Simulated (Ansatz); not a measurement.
Data:

SiC2:
```
CELL_PARAMETERS angstrom
      3.15626     0.00000     0.00000
      0.00000     3.15626     0.00000
      0.00000     0.00000     6.87012
ATOMIC_POSITIONS crystal
  Si 0.00000 0.00000 0.25000
  Si 0.00000 0.00000 0.75000
  C  0.00000 0.50000 0.09918
  C  0.50000 0.00000 0.59918
  C  0.00000 0.50000 0.90082
  C  0.50000 0.00000 0.40082
```

This is the PBEsol-relaxed structure.

**Question.** All from PBEsol in the plane-wave PAW code Ansatz, unless another level is named. Predict the electronic character.

**Answer.** metallic (no gap).

**Question.** Predict the formation energy from the elements (no fitted shifts).

**Answer.** 0.43 eV/atom.

**Question.** What about the density of states at the Fermi level?

**Answer.** 0.13 states/eV per atom (mean over ±0.08 eV).

Space group P4_2/mmc. The start of the workflow was typed in or built on a structure type; neither database checked (COD, Materials Project) lists it. Whether it is the stable phase at ambient conditions was not checked. Symmetry was held in the PBEsol relaxation; whether a distortion lowers the energy is not shown. Its formation energy is positive at this level, so the cell may be metastable or incomplete. The references are the lowest solids computed at this level, not always the standard phases.

Potentials: the later of the program's two PAW sets.
